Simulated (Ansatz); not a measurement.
CsCaH3:
```cif
data_H3CaCs
_chemical_formula_sum 'Cs1 Ca1 H3'
_space_group_name_H-M_alt 'Pm-3m'
_space_group_IT_number 221
_space_group_name_Hall '-P 4 2 3'
_cell_length_a 4.60313
_cell_length_b 4.60313
_cell_length_c 4.60313
_cell_angle_alpha 90.000
_cell_angle_beta 90.000
_cell_angle_gamma 90.000
loop_
_atom_site_label
_atom_site_type_symbol
_atom_site_symmetry_multiplicity
_atom_site_Wyckoff_symbol
_atom_site_fract_x
_atom_site_fract_y
_atom_site_fract_z
_atom_site_occupancy
Cs1 Cs 1 a 0.00000 0.00000 0.00000 1
Ca1 Ca 1 b 0.50000 0.50000 0.50000 1
H1 H 3 c 0.00000 0.50000 0.50000 1
```

Relaxed with r²SCAN. r²SCAN (plane waves, PAW; program Ansatz) gives a gap of 3.64 eV.

Problem. What gap does HSE06 give on the same cell (Ansatz, PAW)?

Solution. 4.30 eV, 0.66 eV more. The hybrid was solved on a coarser mesh and at special points; its gap is the smallest among all of these.

```tsv
k	v1 r²SCAN	c1 r²SCAN	v1 HSE06	c1 HSE06
Γ	-0.64	6.30	?	?
R	-0.58	5.31	?	?
M	0.00	3.64	0.00	4.30
X	-0.40	5.44	?	?
```

Problem. Top valence (v1) and lowest conduction level (c1) in eV from each method's valence maximum (which need not be a listed point): supply the withheld HSE06 values.

Solution. 
- Γ, v1 HSE06: -0.63
- Γ, c1 HSE06: 7.31
- R, v1 HSE06: -0.62
- R, c1 HSE06: 6.19
- X, v1 HSE06: -0.37
- X, c1 HSE06: 6.09

Cost on shared cores: the r²SCAN run (SCF on a 6×6×6 mesh, then bands and DOS) roughly 30 core-seconds, the HSE06 run (SCF on 4×4×4, then a few points) about 100 core-seconds (a rough figure); the tasks are unlike.

The workflow started from a Materials Project entry (that database holds measured and hypothetical structures alike); the Crystallography Open Database copy checked does not list it. Whether it is the stable phase at ambient conditions was not checked. Symmetry was held in the r²SCAN relaxation; whether a distortion lowers the energy is not shown. Scalar-relativistic: spin–orbit coupling is off unless named, which matters more the heavier the elements.

Potentials: the later of the program's two PAW sets.
